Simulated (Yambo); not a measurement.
Yambo run on RbOH (space group P2_1/m, No. 11). The wavefunctions are norm-conserving PBEsol (Quantum ESPRESSO, 84 Ry, scalar-relativistic) ones on a 4×4×2 mesh (16 occupied bands); a = 4.172 Å, b = 4.156 Å, c = 5.952 Å, α = γ = 90.00°, β = 104.16°.

Yambo input:

```
rim_cut
gw0
dyson
el_el_corr
HF_and_locXC
cohsex
em1s
RandQpts= 1000000
RandGvec= 1 Ry
EXXRLvcs= 84 Ry
VXCRLvcs= 336 Ry
Chimod= "HARTREE"
% BndsRnXs
 1 | 142 |
%
NGsBlkXs= 7 Ry
% LongDrXs
 1.0 | 1.0 | 1.0 |
%
ExtendOut
% QPkrange
 1 | 1 | 16 | 17 |
 2 | 2 | 16 | 16 |
%
```

k points by index: 1 = Γ, 2 = (0, 0, -0.5).

The o-*.qp file then holds:

```
#    K-point    Band    Eo [eV]    E [eV]    E-Eo [eV]    Vxc [eV]    Vnlxc [eV]    Sc|Eo [eV]    Re(Z)    Im(Z)
#
    1    16    -0.059053    -3.550773    -3.491720    -18.53251    -24.42199    2.397760    1.000000    0.000000
    1    17    3.168676    3.333337    0.164662    -8.610911    -4.482625    -3.963625    1.000000    0.000000
    2    16    0.000000    -3.480284    -3.480284    -18.61572    -24.48303    2.387019    1.000000    0.000000
```
(The two width columns are left out.) Convergence of these settings isn't established.

Geometry of the Materials Project entry, not relaxed at this level.

The structure is a Materials Project entry; no match was found in the copy of COD used, and its stability was not checked.
